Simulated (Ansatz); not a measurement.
Relaxation of a generated cell, TiB2 placed in the CrSi2 structure type; 9 atoms in the cell, which starts as P6₂22 (No. 180), hP9; a = b = 4.0758 Å, c = 5.8621 Å, α = β = 90.00°, γ = 120.00°. The numbers are results of PBE (plane waves to 420 eV, PAW, scalar-relativistic; Ansatz, a program for electronic structure), not measurements. Γ-centred k-mesh 7×7×4 on the run's cell (coarser than for final values), Fermi–Dirac smearing 0.05 eV. This is the first round of the run. 

The optimiser's lines from the output (shortened; P is positive under compression):

```
relax step   1: F+E_penalty+E_count = -8428.97096489 eV  Δ(F+E_penalty+E_count) = +0.000e0 eV  max|allowed force component| = 8.930e-2 eV/Å  Δτ_max = 0.0000 Å  P = +9.440 GPa  Ω = 84.335 Å³  (7 SCF iters, dr2 threshold 1.00e-7 eV, accepted)
relax step   2: F+E_penalty+E_count = -8429.10543256 eV  Δ(F+E_penalty+E_count) = -1.345e-1 eV  max|allowed force component| = 1.975e-1 eV/Å  Δτ_max = 0.0095 Å  P = +1.059 GPa  Ω = 87.796 Å³  (6 SCF iters, dr2 threshold 9.00e-7 eV, accepted)
relax step   3: F+E_penalty+E_count = -8429.15268027 eV  Δ(F+E_penalty+E_count) = -4.725e-2 eV  max|allowed force component| = 4.112e-1 eV/Å  Δτ_max = 0.0221 Å  P = -1.054 GPa  Ω = 88.766 Å³  (6 SCF iters, dr2 threshold 9.00e-7 eV, accepted)
relax step   4: F+E_penalty+E_count = -8429.25437240 eV  Δ(F+E_penalty+E_count) = -1.017e-1 eV  max|allowed force component| = 6.614e-1 eV/Å  Δτ_max = 0.0323 Å  P = -1.529 GPa  Ω = 89.138 Å³  (6 SCF iters, dr2 threshold 9.00e-7 eV, accepted)
relax step   5: F+E_penalty+E_count = -8429.74265122 eV  Δ(F+E_penalty+E_count) = -4.883e-1 eV  max|allowed force component| = 8.629e-1 eV/Å  Δτ_max = 0.0948 Å  P = +0.347 GPa  Ω = 89.120 Å³  (6 SCF iters, dr2 threshold 9.00e-7 eV, accepted)
relax step   6: F+E_penalty+E_count = -8429.84384189 eV  Δ(F+E_penalty+E_count) = -1.012e-1 eV  max|allowed force component| = 1.158e0 eV/Å  Δτ_max = 0.1950 Å  P = +8.506 GPa  Ω = 89.132 Å³  (7 SCF iters, dr2 threshold 9.00e-7 eV, accepted)
relax step   7: F+E_penalty+E_count = -8430.18098927 eV  Δ(F+E_penalty+E_count) = -3.371e-1 eV  max|allowed force component| = 2.181e-1 eV/Å  Δτ_max = 0.0968 Å  P = -0.170 GPa  Ω = 91.114 Å³  (6 SCF iters, dr2 threshold 9.00e-7 eV, accepted)
relax step   8: F+E_penalty+E_count = -8430.19013931 eV  Δ(F+E_penalty+E_count) = -9.150e-3 eV  max|allowed force component| = 4.986e-2 eV/Å  Δτ_max = 0.0202 Å  P = -0.459 GPa  Ω = 91.970 Å³  (6 SCF iters, dr2 threshold 9.00e-7 eV, accepted)
relax step   9: F+E_penalty+E_count = -8430.19893695 eV  Δ(F+E_penalty+E_count) = -8.798e-3 eV  max|allowed force component| = 1.255e-2 eV/Å  Δτ_max = 0.0018 Å  P = -0.257 GPa  Ω = 91.717 Å³  (6 SCF iters, dr2 threshold 9.00e-7 eV, accepted)
relax step  10: F+E_penalty+E_count = -8430.19915780 eV  Δ(F+E_penalty+E_count) = -2.209e-4 eV  max|allowed force component| = 9.423e-4 eV/Å  Δτ_max = 0.0008 Å  P = +0.024 GPa  Ω = 91.591 Å³  (6 SCF iters, dr2 threshold 2.08e-7 eV, accepted)
relax step  11: F+E_penalty+E_count = -8430.19915018 eV  Δ(F+E_penalty+E_count) = +7.614e-6 eV  max|allowed force component| = 1.078e-5 eV/Å  Δτ_max = 0.0000 Å  P = -0.000 GPa  Ω = 91.602 Å³  (6 SCF iters, dr2 threshold 2.89e-9 eV, accepted)
relax step  12: F+E_penalty+E_count = -8430.20675611 eV  Δ(F+E_penalty+E_count) = -7.606e-3 eV  max|allowed force component| = 1.292e-4 eV/Å  Δτ_max = 0.0000 Å  P = +0.064 GPa  Ω = 91.602 Å³  stress off target by 8.01e-2 GPa  SCF on the basis re-selected at this cell (its energy is not comparable with the rows above)  (6 SCF iters)
relax step  13: F+E_penalty+E_count = -8430.20673464 eV  Δ(F+E_penalty+E_count) = +2.147e-5 eV  max|allowed force component| = 3.132e-6 eV/Å  Δτ_max = 0.0002 Å  P = +0.001 GPa  Ω = 91.641 Å³  (6 SCF iters, dr2 threshold 1.60e-8 eV, accepted)
relax step  14: F+E_penalty+E_count = -8430.20675928 eV  Δ(F+E_penalty+E_count) = -2.463e-5 eV  max|allowed force component| = 1.368e-6 eV/Å  Δτ_max = 0.0000 Å  P = +0.002 GPa  Ω = 91.641 Å³  stress off target by 2.48e-3 GPa  SCF on the basis re-selected at this cell (its energy is not comparable with the rows above)  (8 SCF iters)
```

From the first to the last row the energy changes by -0.14 eV/atom and the volume by +8.7 %. The last row is marked as not comparable with the walk above it, whose basis was carried along; it does compare with step 1, since both stand on a basis selected at the nominal cutoff for their own cell.

Later rounds, restarted from the end of this one on a renewed k-mesh, logged 6 more steps and released under 0.01 eV/atom more. The final structure after all rounds: P6₂22 (No. 180), hP9, AFLOW prototype AB2_hP9_180_d_j (C40, as in CrSi2); a = b = 4.219 Å, c = 5.947 Å, α = β = 90.00°, γ = 120.00°. Between re-selections the logged energies stand on a plane-wave basis carried along with the cell. No spin polarisation in the result.

The run could not lose the symmetry of its start, so the end can be a saddle point.

The relaxed structure here is a generated cell of TiB2: the first start was made by placing the elements on the sites of a structure type, and the end was not matched to a known phase here, so it may be hypothetical. Known forms of TiB2 include space group No. 191.
